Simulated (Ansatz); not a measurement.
Bi₂S₃: 209Bi NMR of the central transition

Cell: a COD entry whose atoms were relaxed with PBE, the cell held.

```cif
data_Bi2S3
_symmetry_space_group_name_H-M 'Pnma'
_symmetry_Int_Tables_number 62
_cell_length_a 11.3450
_cell_length_b 3.9940
_cell_length_c 11.1930
_cell_angle_alpha 90.000
_cell_angle_beta 90.000
_cell_angle_gamma 90.000
loop_
_atom_site_label
_atom_site_type_symbol
_atom_site_symmetry_multiplicity
_atom_site_Wyckoff_symbol
_atom_site_fract_x
_atom_site_fract_y
_atom_site_fract_z
Bi1 Bi 4 c 0.4866 0.2500 0.3251
Bi5 Bi 4 c 0.3388 0.7500 0.0320
S9 S 4 c 0.2845 0.2500 0.1922
S13 S 4 c 0.5498 0.7500 0.1292
S17 S 4 c 0.3780 0.7500 0.4438
```

One atom of each set is listed.

All values are calculated (Ansatz; DFT, PBE, plane waves and PAW, scalar-relativistic, 420 eV cutoff, Γ-centred 3×7×3 k-points, Fermi–Dirac smearing 0.02 eV), not measured.

209Bi has I = 9/2 and Q = -516.0 mb (Pyykkö 2018); at 35.2 T its Larmor frequency is ν₀ = 245.1 MHz (from the bare nuclear moment; shielding lowers the observed one by a per cent or two). Only the quadrupole interaction is simulated: positions count from each site's isotropic chemical shift, and shift anisotropy, dipolar and J coupling are left out.

The Bi sites: Bi1 (4 atoms; 7 S at 2.70–3.38 Å); Bi5 (4 atoms; 7 S at 2.63–3.32 Å).

Fitted components of the simulated spectrum:

```
component  |C_Q| (MHz)     η
        A         95.6  0.99
        B          244  0.08
```

(1) Which site most likely gives which component?

## Answers

(1) By the calculation, A is Bi1, B is Bi5. Like point charges on the first shell alone (each adding as 1/d³) would give the same order.

Spin–orbit coupling is left out, which shifts gradients on Bi by a few per cent, and by more where contributions nearly cancel. Newer work puts Q(²⁰⁹Bi) near −420 mb, which would lower these couplings by about a fifth.
